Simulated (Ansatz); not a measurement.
WS2:
```yaml
crystal:
  lattice:
    - [3.15411, 0.00000, 0.00000]
    - [-1.57705, 2.73154, 0.00000]
    - [0.00000, 0.00000, 12.14106]
  atoms:
    - { symbol: W, position: [0.33333, 0.66667, 0.75000] }
    - { symbol: W, position: [0.66667, 0.33333, 0.25000] }
    - { symbol: S, position: [0.33333, 0.66667, 0.12030] }
    - { symbol: S, position: [0.66667, 0.33333, 0.87970] }
    - { symbol: S, position: [0.66667, 0.33333, 0.62030] }
    - { symbol: S, position: [0.33333, 0.66667, 0.37970] }
```

Relaxed with PBE+D3(BJ). Special points in fractions of this cell's reciprocal vectors: Γ (0.000, 0.000, 0.000); M (0.500, 0.000, 0.000); K (0.333, 0.333, 0.000); A (0.000, 0.000, 0.500); L (0.500, 0.000, 0.500); H (0.333, 0.333, 0.500).

Task: List the band energies nearest the valence-band maximum at these points for PBE+D3(BJ) with spin–orbit coupling (plane waves, PAW; program Ansatz).

Result: In eV from the valence-band maximum; about four levels below and three above (degenerate sets whole), none deeper than 8.9 eV; points with the same levels are listed once.

| k | below | above |
|---|---|---|
| Γ | -1.27 -1.27 0.00 0.00 | 2.10 2.10 2.15 2.15 |
| M | -1.64 -1.64 -1.55 -1.55 | 2.15 2.15 2.19 2.19 |
| K | -0.95 -0.95 -0.46 -0.46 | 1.18 1.18 1.23 1.23 |
| A | -0.31 -0.31 -0.31 -0.31 | 2.15 2.15 2.15 2.15 |
| L | -1.61 -1.61 -1.61 -1.61 | 2.18 2.18 2.18 2.18 |
| H | -0.93 -0.93 -0.52 -0.52 | 1.19 1.19 1.23 1.23 |

Space group P6_3/mmc. The PBE+D3(BJ) relaxation kept the symmetry of its start; phonons on a q-mesh show no instability. No spin polarisation was allowed.

Potentials: the later of the program's two PAW sets.
